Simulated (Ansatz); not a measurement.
Values for one crystal, relaxed and computed with LDA (plane waves, PAW; program Ansatz); other levels are named.

| Property | Result |
|---|---|
| Volume per atom | 27.48 Å³ |
| Electronic character | no gap, with almost no states at the Fermi level (zero-gap or semimetallic) |
| Bulk modulus (Birch–Murnaghan fit) | 577 kbar |
| Zone-centre stability | no imaginary mode at Γ |
| Density of states at the Fermi level | 0.01 states/eV per atom (mean over ±0.08 eV) |
| Formation energy from the elements (no fitted shifts) | -0.36 eV/atom |
| Highest zone-centre frequency | 189 cm⁻¹ |

Q: Pick the material that matches.
A. Te2Pt, P-3m1 (Te on 2d, Pt on 1a)
B. Ba2As, I4/mmm (Ba on 4c, Ba on 4e, As on 4e)
C. LuB2Os3, P6/mmm (B on 2c, Os on 3g, Lu on 1a)
D. CdHgSe2, P-4m2 (Cd on 1c, Hg on 1a, Se on 2g)

A: D, CdHgSe2, P-4m2 (Cd on 1c, Hg on 1a, Se on 2g)

The first step of the workflow began from a Materials Project structure, measured or hypothetical; the Crystallography Open Database copy checked does not list it. With Cd and Hg taken as one species the cell has the higher symmetry F-43m, so it may be an ordered model of a mixed-site phase. Whether it is the stable phase at ambient conditions was not checked. The LDA relaxation kept the symmetry of its start. As this level gives no gap, phonon frequencies hold no LO–TO term and depend on the k-mesh and smearing (Fermi–Dirac, 0.1 eV here). The references are the lowest solids computed at this level, not always the standard phases. Spin–orbit coupling is left out wherever it is not named.

Potentials: the later of the program's two PAW sets.
